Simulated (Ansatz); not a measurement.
A trial cell of GaCoCl₄, before relaxation:

```
Ga Co Cl
1.0
     0.00000    4.14211    4.14211
     4.14211    0.00000    4.14211
     4.14211    4.14211    0.00000
Ga Co Cl
1 1 4
Direct
  0.00000 0.00000 0.00000
  0.75000 0.75000 0.75000
  0.87913 0.37362 0.37362
  0.37362 0.37362 0.37362
  0.37362 0.87913 0.37362
  0.37362 0.37362 0.87913
```

These are results of Ansatz, DFT PBE, scalar-relativistic, plane waves, PAW, not measurements. Cutoff 420 eV, Gaussian smearing, Γ-centred meshes. Cell and atoms relax on a converged mesh. In metals the finer mesh still leaves noise of several meV/atom or more. The steps can't lower the symmetry of their start. Collinear spin, starting moments Co 3.0 μB.

A guess keeps its type if space group and coordination stay and the shape of the cell changes little (axis ratios within about 15 %, angles within 6°); the volume may change.

Q: Will the relaxed cell still be of the starting type?

A: It keeps its type. The symmetry stays F-43m (No. 216). The volume per atom grows by 5.9 %, from 23.7 to 25.1 Å³. The shortest distance goes from 2.90 Å (Cl–Cl) to 2.97 Å (Cl–Cl). Counting neighbours within 15 % of an atom's shortest distance, the start has Cl 6, Co 16, Ga 16 and the end Cl 6, Co 16, Ga 16.

The last run used collinear spin, an 8×8×8 mesh for its 6-atom cell and Gaussian smearing of 0.10 eV. In such compounds of Co a zero gap at this level may well be an artefact, since no Hubbard U is applied. The magnetic state reached may not be the lowest. Symmetry constrained the relaxation, so the result can be a saddle point.
